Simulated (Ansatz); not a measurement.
## Phonons of CuPt (R-3m)

```
Cu Pt
1.0
     1.35066    0.77980    4.24049
    -1.35066    0.77980    4.24049
     0.00000   -1.55960    4.24049
Cu Pt
1 1
Cartesian
  0.0000 0.0000 0.0000
  0.0000 0.0000 6.3607
```

Unless marked otherwise, the numbers come from PBEsol, PAW on Ansatz 0.2.0's default frozen-core files (fitted under PBE), scalar-relativistic. k mesh 14×14×14, Fermi-Dirac smearing of 0.100 eV, cutoff 420 eV. The cell was relaxed by PAW under this functional. This phase needn't be the one found at ambient conditions.

Atoms are displaced by 0.0025 Å in the smallest supercells that hold the wave vectors of a 2×2×2 mesh. Negative values stand for unstable modes.

(1) What are the phonon energies at the solved wave vectors, in cm⁻¹?

(2) Is the structure dynamically stable at these wave vectors?

(3) How do the optical zone-centre modes decompose, and which are active?

(4) The cell is scaled evenly to 25.994 and 27.602 Å³ (from 26.798), with free atoms relaxed and the shape held, so these aren't the values under hydrostatic pressure. What are the mode Grüneisen parameters γ = −d ln ω/d ln V?

## Answers

(1) 

```
                q  point                              modes (cm⁻¹)
0.000 0.000 0.000  Gamma                         115.5 (×2), 246.0
0.500 0.000 0.000      L  119.3, 128.5, 132.4, 171.7, 200.8, 215.2
0.500 0.500 0.000      F   81.7, 102.2, 149.8, 162.7, 200.1, 239.9
0.500 0.500 0.500      T       53.9 (×2), 103.6 (×2), 127.6, 230.0
```

(2) Yes, no mode is unstable there; wave vectors off this mesh aren't tested.

(3) Point group -3m: Γ_opt = Eu + A2u.

```json
{"label": "Eu", "cm⁻¹": "115.5", "activity": "IR", "mostly": "Cu (75 %)"}
{"label": "A2u", "cm⁻¹": "246.0", "activity": "IR", "mostly": "Cu (75 %)"}
```

In a metal the activity is that of symmetry alone; free carriers screen the infrared modes.

(4) For the highest mode, 265.0 cm⁻¹ in the small cell and 227.9 in the large one give γ ≈ 2.51. From the change of the dynamical matrix on each mode:

```tsv
point	cm⁻¹	γ
Gamma	115.5	2.06
Gamma	246.0	2.52
L	119.3	2.08
L	128.5	2.18
L	132.4	2.16
L	171.7	2.78
L	200.8	2.53
L	215.2	2.42
F	81.7	0.96
F	102.2	1.91
F	149.8	2.34
F	162.7	2.56
F	200.1	2.68
F	239.9	2.46
T	53.9	2.18
T	103.6	1.96
T	127.6	2.39
T	230.0	2.35
```

Weighted by the modes' heat capacities at 300 K, the mean on this mesh is 2.23; it moves with the q mesh, and a coarse one overweights the zone boundary.

Limits of these numbers: frozen-core PAW files fitted under PBE, their cores solved anew for the functional of the run; responses of metals move with mesh and smearing; no spin-orbit coupling on heavy atoms.
